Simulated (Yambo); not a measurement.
Li₂PdO₃ (space group C2/m, No. 12), G0W0@LDA in Yambo; all else as in the reference (2×2×2 Γ-centred k mesh, bands 13 to 177 and a 7 Ry block in the screening, 177 bands in G with the Bruneval-Gonze terminator, plasmon pole fitted at 27.2 eV). One parameter is varied: the cutoff of the exchange sum, over 5, 10, 20, 40, 84 Ry.

From which value on does the gap (-0.5, -0.5, 0) → (-0.5, -0.5, -0.5) stay within 0.05 eV of the largest setting?

From 40 Ry on.
| cutoff of the exchange sum (Ry) | G0W0 gap (eV) | valence shift (eV) |
|---|---|---|
| 5 | 3.48 | 4.13 |
| 10 | 3.21 | 1.94 |
| 20 | 2.92 | 0.43 |
| 40 | 2.77 | -0.17 |
| 84 | 2.74 | -0.26 |
The last step of the sweep still moves the gap by 21 meV; the other settings are held fixed.

Spin-orbit coupling is not included.

Geometry of the Materials Project entry, not relaxed at this level; primitive cell a = 5.1008 Å, b = 5.1008 Å, c = 5.0589 Å, α = 99.68°, β = 99.68°, γ = 119.95°.

The structure is a Materials Project entry; no match was found in the copy of COD used, and its stability was not checked.

A shift is the quasiparticle energy of the state minus its LDA energy.
